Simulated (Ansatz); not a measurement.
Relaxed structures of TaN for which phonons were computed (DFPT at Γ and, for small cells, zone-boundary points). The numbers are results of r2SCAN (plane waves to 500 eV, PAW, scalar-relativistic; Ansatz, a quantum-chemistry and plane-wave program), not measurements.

```
structure                                                                 E − E(P-6m2, hP2, AFLOW prototype AB_hP2_187_d_a (B_h, as in WC), non-magnetic) (eV/atom)  V (Å³/atom)
------------------------------------------------------------------------  -----------------------------------------------------------------------------------------  -----------
P-6m2, hP2, AFLOW prototype AB_hP2_187_d_a (B_h, as in WC), non-magnetic                                                                                       0.00        10.77
Pmmn, oP4, non-magnetic                                                                                                                                        0.33        10.64
Fm-3m, cF8, rock salt type, non-magnetic                                                                                                                       0.37        10.62
```

**Question.** Which of them are dynamically unstable at the sampled points?

**Answer.** 
- P-6m2, hP2, AFLOW prototype AB_hP2_187_d_a (B_h, as in WC), non-magnetic: nothing beyond 15i cm⁻¹
- Pmmn, oP4, non-magnetic: unstable, lowest mode about 110i cm⁻¹
- Fm-3m, cF8, rock salt type, non-magnetic: unstable, lowest mode about 325i cm⁻¹

1 run with a doubtful electronic state, a coarser numerical grid, an end not at rest or a source that can't be used is left out. 1 generated cell of layers, chains or molecules, poorly bound without dispersion, is left out. Each run could gain symmetry but not lose that of its start, so entries can be saddle points. From databases, or of a type measured for this composition: P-6m2, hP2, AFLOW prototype AB_hP2_187_d_a (B_h, as in WC), non-magnetic; Fm-3m, cF8, rock salt type, non-magnetic; the others are generated cells (placed on structure types, drawn at random, substituted or restacked) that were not matched to a known phase here. Each structure is listed in the lowest spin state found for it. Energies are at zero temperature and pressure, without zero-point motion. Each cell has its own k-point mesh; energy differences are given only to the digits this allows. No spin polarisation in the result.
